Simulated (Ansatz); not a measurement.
## Which element?

Cell vectors (Å):

```
 3.4729  0.0000  0.0000
-1.7364  3.0076  0.0000
 0.0000  0.0000  5.7147
```

| atom | a | b | c |
| --- | --- | --- | --- |
| X | 0.3333 | 0.6667 | 0.2500 |
| X | 0.6667 | 0.3333 | 0.7500 |

Method: PBEsol, all-electron LAPW in Ansatz 0.2.0, scalar-relativistic. k mesh 12×12×6, Fermi-Dirac smearing of 0.100 eV.

Harmonic phonons of a crystal by Kohn-Sham DFT at the given cell, standard atomic masses, acoustic sum rule imposed; negative wavenumbers are unstable modes.

```
point  q a (r.l.u.)  q b (r.l.u.)  q c (r.l.u.)  branch  phonon wavenumber (cm⁻¹)
Gamma             0             0             0       4                      26.1
Gamma             0             0             0       6                      74.7
    M           0.5             0             0       1                      29.9
    M           0.5             0             0       2                        36
    M           0.5             0             0       3                      41.6
    M           0.5             0             0       4                      60.6
    M           0.5             0             0       5                      61.3
    M           0.5             0             0       6                      75.9
    A             0             0           0.5       1                      18.6
    A             0             0           0.5       5                        62
    L           0.5             0           0.5       1                      41.4
    L           0.5             0           0.5       3                      42.5
    L           0.5             0           0.5       5                      71.5
```

Question: All X atoms are one element. Which one was computed?

Answer: Pb; the crystal is Pb (P6_3/mmc, a database entry that needn't be its stable phase).

Caveats: responses of metals move with mesh and smearing; a very soft zone-boundary mode, near an instability or sensitive to the mesh; no spin-orbit coupling on heavy atoms.
